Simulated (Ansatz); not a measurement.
**Formation energy of rocksalt-structured LaS**

Method: PBEsol, scalar-relativistic; no spin polarisation; PAW, 420 eV, 10×10×10 k-mesh, Gaussian smearing of 0.05 eV; code Ansatz. The datasets are Ansatz's generated set soft_2.

The start was a prototype's sites filled with these elements; the Crystallography Open Database holds the compound in this structure.

The structure is cubic, space group Fm-3m (No. 225). Conventional cell: a = 5.805 Å, b = 5.805 Å, c = 5.805 Å, α = 90.00°, β = 90.00°, γ = 90.00°. La (site symmetry m-3m) is surrounded by 6 S at 2.90 Å. S (site symmetry m-3m) has 6 La at 2.90 Å as nearest neighbours. (Shells end 15 % past the nearest neighbour.)

The elements were computed in their standard states with the same datasets, cutoff and functional. Total energies depend on the potentials used, so only differences within one code and one set of settings carry meaning.

Energy of the relaxed cell (2 atoms, smearing extrapolated to zero): -7050.652 eV. Elements, in eV/atom: La -6161.275, S -884.892.

Question: What is the formation energy?

Answer: [-7050.652 − (1 × -6161.275 + 1 × -884.892)] / 2 = -2.24 eV/atom, or -216 kJ per mole of atoms.

The value is for 0 K, without zero-point energy. Uncorrected semilocal values for oxides, chalcogenides and halides often miss by tenths of an eV an atom. A negative value shows stability against the elements alone, not against other compounds or structures.

The calculation's cell holds 17 valence electrons, an odd number. Without magnetic order each band takes two, so one stays part-filled and the crystal must be a metal. (Only strong correlation, outside this picture, could make a Mott insulator of it.) A formal count (La³⁺, S²⁻) leaves 1 electron a formula unit beyond the anions' closed shells. It goes into the bands above the anion p states, which fits the metal found.

Spin–orbit coupling, which matters for such heavy elements, is left out. Spin polarisation wasn't tried.
